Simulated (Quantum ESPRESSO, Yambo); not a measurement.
# G0W0 results for LiBr at -3 % isotropic strain

```cif
data_BrLi
_chemical_formula_sum 'Li1 Br1'
_space_group_name_H-M_alt 'P 1'
_space_group_IT_number 1
_cell_length_a 3.71047
_cell_length_b 3.71047
_cell_length_c 3.71047
_cell_angle_alpha 60.000
_cell_angle_beta 60.000
_cell_angle_gamma 60.000
loop_
_space_group_symop_operation_xyz
  'x, y, z'
loop_
_atom_site_label
_atom_site_type_symbol
_atom_site_fract_x
_atom_site_fract_y
_atom_site_fract_z
_atom_site_occupancy
Li1 Li 0.00000 0.00000 0.00000 1
Br1 Br 0.50000 0.50000 0.50000 1
```

The PBEsol cell relaxed from Materials Project entry mp-23259 was given an isotropic strain of -3 % on all lattice vectors, and the atoms were relaxed again.

Starting point: PBEsol (Quantum ESPRESSO, PseudoDojo norm-conserving, 74 Ry, scalar-relativistic). G0W0 in Yambo: 4×4×4 Γ-centred k mesh, bands 2 to 147 and a 14 Ry block in the screening, 147 bands in G with the Bruneval-Gonze terminator, plasmon pole fitted at 27.2 eV.

```yaml
PBEsol gap along the band path: 5.44 eV
PBEsol gap between the mesh's edge points (Γ → Γ): 5.45 eV
G0W0 gap between the same points: 7.85 eV
```

```
k point  band  E PBEsol (eV)  E QP (eV)  shift (eV)     Z
-------  ----  -------------  ---------  ----------  ----
Γ          VB           0.00      -1.65       -1.65  0.82
Γ          CB           5.45       6.21        0.76  0.84
L          VB          -0.34      -2.02       -1.68  0.81
L          CB           5.52       6.26        0.74  0.85
W          VB          -1.45      -3.19       -1.74  0.81
W          CB           8.44       9.31        0.87  0.83
```

Energies count from the PBEsol valence-band maximum.

Convergence of the G0W0 settings was not tested.

Spin-orbit splittings are left out.
